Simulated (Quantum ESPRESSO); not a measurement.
## Band energies of PtSe₂

```
CELL_PARAMETERS angstrom
      3.76793     0.00000     0.00000
     -1.88396     3.26312     0.00000
      0.00000     0.00000     4.83572
ATOMIC_POSITIONS crystal
  Se 0.66667 0.33333 0.73466
  Se 0.33333 0.66667 0.26534
  Pt 0.00000 0.00000 0.00000
```

PBEsol (pw.x of Quantum ESPRESSO, ONCV potentials, with spin-orbit coupling); path ΓMKΓALHA,LM,KH; energies in eV from the Fermi level.

| k (1/Å) | point | band 50 | band 51 | band 52 | band 53 | band 54 | band 55 | band 56 | band 57 |
|---|---|---|---|---|---|---|---|---|---|
| 0.00 | Γ | 0.79 | 0.99 | 0.99 | 1.12 | 1.12 | 3.16 | 3.16 | 3.96 |
| 0.32 |  | -0.61 | 1.39 | 1.39 | 1.66 | 1.66 | 4.56 | 4.56 | 5.30 |
| 0.75 |  | -2.25 | 0.77 | 0.77 | 2.30 | 2.30 | 4.84 | 4.84 | 6.13 |
| 0.96 | M | -2.71 | 0.49 | 0.49 | 2.46 | 2.46 | 4.96 | 4.96 | 5.86 |
| 1.19 |  | -1.86 | 0.30 | 0.30 | 1.52 | 1.52 | 4.43 | 4.43 | 6.38 |
| 1.52 | K | -1.59 | -0.14 | -0.14 | 0.05 | 0.05 | 3.76 | 3.76 | 7.47 |
| 1.96 |  | -0.52 | 0.41 | 0.41 | 1.46 | 1.46 | 4.48 | 4.48 | 6.89 |
| 2.41 |  | 0.00 | 1.08 | 1.08 | 1.60 | 1.60 | 4.06 | 4.06 | 4.78 |
| 2.63 | Γ | 0.79 | 0.99 | 0.99 | 1.12 | 1.12 | 3.16 | 3.16 | 3.96 |
| 2.85 |  | 0.01 | 1.34 | 1.34 | 1.41 | 1.41 | 3.44 | 3.44 | 4.71 |
| 3.17 |  | -1.50 | 2.19 | 2.19 | 2.23 | 2.23 | 4.49 | 4.49 | 6.19 |
| 3.28 | A | -1.54 | 2.28 | 2.28 | 2.32 | 2.32 | 4.61 | 4.61 | 6.16 |
| 3.60 |  | -0.36 | 0.68 | 0.68 | 1.46 | 1.46 | 4.49 | 4.49 | 6.06 |
| 4.03 |  | -0.98 | 0.61 | 0.61 | 1.16 | 1.16 | 4.44 | 4.44 | 5.09 |
| 4.24 | L | -1.13 | 0.59 | 0.59 | 1.45 | 1.45 | 4.74 | 4.74 | 4.82 |
| 4.47 |  | -1.90 | 1.33 | 1.33 | 1.92 | 1.92 | 5.15 | 5.15 | 5.34 |
| 4.80 | H | -2.26 | 2.24 | 2.24 | 2.36 | 2.36 | 6.51 | 6.51 | 7.17 |
| 5.17 |  | -1.85 | 1.14 | 1.14 | 1.87 | 1.87 | 5.47 | 5.47 | 6.00 |
| 5.54 |  | -0.41 | 0.25 | 0.25 | 1.35 | 1.35 | 5.02 | 5.02 | 5.58 |
| 5.91 | A | -1.54 | 2.28 | 2.28 | 2.32 | 2.32 | 4.61 | 4.61 | 6.16 |
| 5.91 | L | -1.13 | 0.59 | 0.59 | 1.45 | 1.45 | 4.74 | 4.74 | 4.82 |
| 6.13 |  | -1.63 | 1.05 | 1.05 | 1.57 | 1.57 | 3.97 | 3.97 | 5.10 |
| 6.56 | M | -2.71 | 0.49 | 0.49 | 2.46 | 2.46 | 4.96 | 4.96 | 5.86 |
| 6.56 | K | -1.59 | -0.14 | -0.14 | 0.05 | 0.05 | 3.76 | 3.76 | 7.47 |
| 6.84 |  | -1.97 | 0.84 | 0.84 | 0.91 | 0.91 | 4.79 | 4.79 | 7.48 |
| 7.21 | H | -2.26 | 2.24 | 2.24 | 2.36 | 2.36 | 6.51 | 6.51 | 7.17 |

A metal at this level: along this path bands 49, 50, 51, 52 cross the Fermi level.

Geometry relaxed with PBE+D3(BJ).
